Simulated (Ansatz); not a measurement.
Here is the system:

YF$_{3}$:
```
YF3
1.0
    6.33078     0.00000     0.00000
    0.00000     6.83938     0.00000
    0.00000     0.00000     4.36919
Y F
4 12
Cartesian
  3.99404   5.12954   4.10121
  2.33675   1.70985   0.26799
  5.50214   1.70985   1.91661
  0.82865   5.12954   2.45258
  1.04498   2.98780   1.65152
  5.28580   3.85158   2.71767
  2.12041   3.85158   3.83612
  4.21037   2.98780   0.53308
  4.21037   0.43189   0.53308
  2.12041   6.40750   3.83612
  5.28580   6.40750   2.71767
  1.04498   0.43189   1.65152
  3.31183   1.70985   2.57555
  3.01895   5.12954   1.79364
  6.18434   5.12954   0.39096
  0.14644   1.70985   3.97824
```

This is the PBEsol-relaxed structure. x, y and z are the axes in which the lattice vectors are written.

Problem. All from PBEsol in the plane-wave PAW code Ansatz, unless another level is named. Predict the Poisson's ratio.

Solution. 0.31.

Problem. Predict the elastic constants (relaxed ions, GPa).

Solution. C11 = 217, C22 = 230, C33 = 125, C12 = 97.2, C13 = 120, C23 = 58.2, C44 = 59.3, C55 = 64.8, C66 = 59.5.

Space group Pnma. The workflow started from a Materials Project entry (that database holds measured and hypothetical structures alike); the Crystallography Open Database files this formula in space group No. 62, but the cells were not matched. Its standing as an ambient phase is unchecked. Symmetry was held in the PBEsol relaxation; of distortions, only those at the zone centre were tested. No spin polarisation was allowed.

Potentials: the later of the program's two PAW sets.
